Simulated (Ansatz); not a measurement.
**KMnF₃: do energies and stresses tell the same story?**

These are results of DFT PBEsol, scalar-relativistic, plane waves, PAW (Ansatz 0.2.0), not measurements.

Plane waves to 420 eV, a k mesh through Γ of 8×8×8 on the computed 5-atom cell and Gaussian smearing (0.02 eV); collinear spin from starting moments 0 4.56 0 0 0 μB.

Relaxed cell: Pm-3m, a = 4.181 Å, b = 4.181 Å, c = 4.181 Å, α = 90.00°, β = 90.00°, γ = 90.00°, 5 atoms in the primitive cell.

Energies at zero smearing and pressures from the stress tensor, at volumes with shape and atoms relaxed:
```csv
V (Å³/atom),E − E(first) (meV/atom),P (GPa)
12.865,0.00,11.91
13.304,-27.22,8.11
13.742,-44.99,4.92
14.181,-54.66,2.24
14.620,-57.57,-0.03
15.058,-54.87,-1.94
15.497,-47.27,-3.55
16.082,-30.98,-5.31
```

Question: Check P = −dE/dV between neighbouring volumes, and get the bulk modulus from the pressures alone.

Answer: With 1 eV/Å³ = 160.2 GPa:
```json
{"middle V (Å³/atom)": "13.085", "−ΔE/ΔV (GPa)": "9.945", "mean P (GPa)": "10.012"}
{"middle V (Å³/atom)": "13.523", "−ΔE/ΔV (GPa)": "6.490", "mean P (GPa)": "6.519"}
{"middle V (Å³/atom)": "13.962", "−ΔE/ΔV (GPa)": "3.533", "mean P (GPa)": "3.580"}
{"middle V (Å³/atom)": "14.400", "−ΔE/ΔV (GPa)": "1.062", "mean P (GPa)": "1.105"}
{"middle V (Å³/atom)": "14.839", "−ΔE/ΔV (GPa)": "-0.986", "mean P (GPa)": "-0.982"}
{"middle V (Å³/atom)": "15.278", "−ΔE/ΔV (GPa)": "-2.778", "mean P (GPa)": "-2.743"}
{"middle V (Å³/atom)": "15.789", "−ΔE/ΔV (GPa)": "-4.460", "mean P (GPa)": "-4.432"}
```

The two differ by 0.07 GPa at most. The mean of two end pressures misses the average over a step by about ΔV² P″/12, up to 0.05 GPa here; with that taken off 0.02 GPa remains. Around V = 14.620 Å³/atom, the two neighbours give B = −V ΔP/ΔV = 14.620 × 4.17 / 0.877 = 69.6 GPa, against B0 = 69.3 GPa from the Birch–Murnaghan fit of the energies.

The cell holds one magnetic atom, so it can only be ferromagnetic; an antiferromagnetic order may lie lower.

Only this magnetic start was tried.

Symmetry holds off the tilts and polar distortions that many cubic perovskites undergo.

Cost: 9 runs of about 3.3 core-minutes in all, on Arm Neoverse V2 (shared hosts).